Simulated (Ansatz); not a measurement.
## Band table of HfC (rocksalt type)

```xyz
2
Lattice="0.0000 2.1909 2.1909 2.1909 0.0000 2.1909 2.1909 2.1909 0.0000" Properties=species:S:1:pos:R:3 pbc="T T T"
Hf    0.0000    0.0000    0.0000
C     2.1909    2.1909    2.1909
```

The cell comes from a relaxation on PAW files under the same functional, begun from a prototype that needn't be the stable phase.

All numbers are LDA results (scalar-relativistic) from Ansatz 0.2.0, with a Γ-centred 17×17×17 k mesh, Fermi–Dirac smearing of 0.08 eV, no spin polarisation. Methods: PAW: frozen-core files, cutoff 420 eV.

This run: volume at 0.88 of the series' base cell.

Spin–orbit coupling is left out, which matters for the heavy atoms. The PAW files were made under PBE.

Path points, in fractions of the reciprocal vectors: Γ (0.000, 0.000, 0.000), X (0.500, 0.000, 0.500), U (0.625, 0.250, 0.625), K (0.375, 0.375, 0.750), L (0.500, 0.500, 0.500), W (0.500, 0.250, 0.750). The distance column jumps between branches of the path. Levels in eV from the Fermi level; bands 5 to 17, counted from the lowest band of the run. The gap is zero, the pressure 43.0 GPa.

```
# k(1/Å) point b5 b6 b7 b8 b9 b10 b11 b12 b13 b14 b15 b16 b17
0.000 Γ -13.12 -10.48 -10.48 -10.48 -10.47 -10.32 -10.32 -10.32 1.17 1.17 1.17 1.21 1.21
0.179 - -12.95 -10.48 -10.48 -10.48 -10.46 -10.32 -10.32 -10.32 -0.05 0.41 0.41 0.97 2.21
0.358 - -12.47 -10.47 -10.47 -10.47 -10.45 -10.33 -10.33 -10.33 -1.82 -0.11 -0.11 0.38 3.42
0.538 - -11.84 -10.45 -10.45 -10.44 -10.42 -10.35 -10.34 -10.34 -3.28 -0.39 -0.39 -0.36 4.40
0.717 - -11.31 -10.44 -10.44 -10.42 -10.37 -10.36 -10.36 -10.31 -4.15 -1.09 -0.44 -0.44 4.84
0.896 - -11.09 -10.43 -10.43 -10.40 -10.38 -10.37 -10.37 -10.21 -4.20 -1.73 -0.32 -0.32 5.32
1.075 - -11.09 -10.42 -10.42 -10.40 -10.38 -10.37 -10.37 -10.26 -3.53 -2.21 -0.10 -0.10 5.76
1.255 - -11.17 -10.42 -10.42 -10.41 -10.37 -10.37 -10.36 -10.34 -2.68 -2.51 0.10 0.10 6.08
1.434 X -11.21 -10.43 -10.43 -10.41 -10.37 -10.37 -10.37 -10.36 -2.61 -2.28 0.18 0.18 6.20
1.497 - -11.20 -10.43 -10.43 -10.41 -10.37 -10.37 -10.36 -10.36 -2.62 -2.29 0.12 0.19 6.29
1.561 - -11.16 -10.43 -10.42 -10.41 -10.37 -10.37 -10.36 -10.35 -2.67 -2.31 -0.04 0.22 6.54
1.624 - -11.10 -10.43 -10.42 -10.41 -10.37 -10.37 -10.36 -10.33 -2.75 -2.35 -0.29 0.28 6.92
1.687 - -11.02 -10.43 -10.42 -10.41 -10.37 -10.36 -10.36 -10.29 -2.89 -2.40 -0.59 0.40 7.41
1.751 - -10.94 -10.43 -10.41 -10.41 -10.37 -10.36 -10.36 -10.24 -3.08 -2.46 -0.92 0.59 7.47
1.814 - -10.86 -10.44 -10.41 -10.41 -10.38 -10.36 -10.36 -10.15 -3.33 -2.53 -1.26 0.87 7.25
1.877 - -10.80 -10.44 -10.41 -10.40 -10.38 -10.36 -10.36 -10.03 -3.62 -2.60 -1.60 1.22 7.00
1.941 U -10.75 -10.44 -10.41 -10.40 -10.38 -10.36 -10.36 -9.88 -3.94 -2.67 -1.91 1.64 6.72
2.819 K -10.75 -10.44 -10.41 -10.40 -10.38 -10.36 -10.36 -9.88 -3.94 -2.67 -1.91 1.64 6.72
3.009 - -10.69 -10.44 -10.40 -10.39 -10.38 -10.36 -10.35 -9.34 -4.93 -2.84 -2.70 3.29 5.78
3.199 - -10.68 -10.43 -10.40 -10.39 -10.37 -10.36 -10.34 -9.04 -5.53 -3.17 -2.88 4.77 5.21
3.389 - -10.72 -10.42 -10.42 -10.38 -10.38 -10.38 -10.33 -9.44 -5.23 -3.24 -2.72 3.79 5.02
3.579 - -10.92 -10.44 -10.40 -10.40 -10.40 -10.36 -10.33 -10.13 -4.23 -2.91 -2.31 2.91 4.27
3.770 - -11.61 -10.45 -10.43 -10.43 -10.43 -10.36 -10.35 -10.33 -2.92 -2.18 -1.66 2.19 3.56
3.960 - -12.38 -10.47 -10.47 -10.46 -10.45 -10.34 -10.33 -10.32 -1.46 -1.09 -0.80 1.65 2.84
4.150 - -12.93 -10.48 -10.48 -10.48 -10.46 -10.32 -10.32 -10.32 0.00 0.20 0.25 1.32 2.01
4.340 Γ -13.12 -10.48 -10.48 -10.48 -10.47 -10.32 -10.32 -10.32 1.17 1.17 1.17 1.21 1.21
4.495 - -12.99 -10.48 -10.48 -10.48 -10.46 -10.32 -10.32 -10.32 0.18 0.47 0.47 1.52 1.52
4.650 - -12.62 -10.48 -10.47 -10.47 -10.46 -10.33 -10.33 -10.32 -0.96 -0.50 -0.50 1.91 1.91
4.806 - -12.04 -10.47 -10.45 -10.45 -10.44 -10.35 -10.35 -10.32 -2.14 -1.43 -1.43 2.50 2.50
4.961 - -11.36 -10.43 -10.43 -10.43 -10.40 -10.36 -10.36 -10.32 -3.31 -2.25 -2.25 3.27 3.27
5.116 - -10.85 -10.41 -10.41 -10.41 -10.37 -10.37 -10.32 -10.08 -4.41 -2.91 -2.91 3.98 4.17
5.271 - -10.71 -10.41 -10.41 -10.40 -10.36 -10.36 -10.31 -9.33 -5.45 -3.39 -3.39 4.79 5.09
5.426 - -10.68 -10.42 -10.42 -10.39 -10.35 -10.35 -10.31 -8.47 -6.42 -3.68 -3.68 5.82 5.85
5.582 L -10.67 -10.42 -10.42 -10.38 -10.34 -10.34 -10.31 -7.84 -7.08 -3.78 -3.78 6.16 6.16
5.708 - -10.67 -10.42 -10.42 -10.38 -10.35 -10.34 -10.32 -7.94 -6.97 -3.73 -3.70 5.76 6.12
5.835 - -10.67 -10.42 -10.42 -10.38 -10.35 -10.35 -10.33 -8.22 -6.67 -3.56 -3.50 5.17 5.85
5.962 - -10.68 -10.43 -10.41 -10.38 -10.35 -10.35 -10.34 -8.59 -6.21 -3.31 -3.27 4.68 5.32
6.089 - -10.68 -10.43 -10.41 -10.37 -10.36 -10.36 -10.35 -8.97 -5.63 -3.07 -3.02 4.35 4.75
6.215 - -10.69 -10.44 -10.41 -10.38 -10.37 -10.36 -10.35 -9.29 -4.99 -2.94 -2.76 4.17 4.30
6.342 - -10.69 -10.44 -10.41 -10.39 -10.37 -10.37 -10.36 -9.54 -4.36 -2.88 -2.64 4.07 4.10
6.469 - -10.70 -10.43 -10.41 -10.41 -10.37 -10.37 -10.36 -9.70 -3.79 -2.85 -2.71 4.05 4.09
6.596 W -10.70 -10.43 -10.41 -10.41 -10.37 -10.37 -10.36 -9.75 -3.49 -2.85 -2.85 4.09 4.09
6.685 - -10.71 -10.43 -10.41 -10.41 -10.37 -10.37 -10.36 -9.79 -3.37 -2.89 -2.78 3.36 4.83
6.775 - -10.74 -10.43 -10.41 -10.41 -10.37 -10.37 -10.36 -9.91 -3.02 -2.91 -2.69 2.66 5.55
6.864 - -10.80 -10.43 -10.42 -10.41 -10.37 -10.37 -10.36 -10.06 -2.89 -2.60 -2.49 2.00 6.23
6.954 - -10.89 -10.43 -10.42 -10.41 -10.37 -10.37 -10.36 -10.19 -2.85 -2.50 -1.85 1.42 6.84
7.044 - -11.00 -10.43 -10.42 -10.41 -10.37 -10.37 -10.36 -10.28 -2.78 -2.41 -1.15 0.92 7.29
7.133 - -11.11 -10.43 -10.42 -10.41 -10.37 -10.37 -10.36 -10.33 -2.70 -2.34 -0.50 0.53 6.78
7.223 - -11.19 -10.43 -10.43 -10.41 -10.37 -10.37 -10.36 -10.36 -2.64 -2.30 -0.01 0.27 6.37
7.313 X -11.21 -10.43 -10.43 -10.41 -10.37 -10.37 -10.37 -10.36 -2.61 -2.28 0.18 0.18 6.20
```
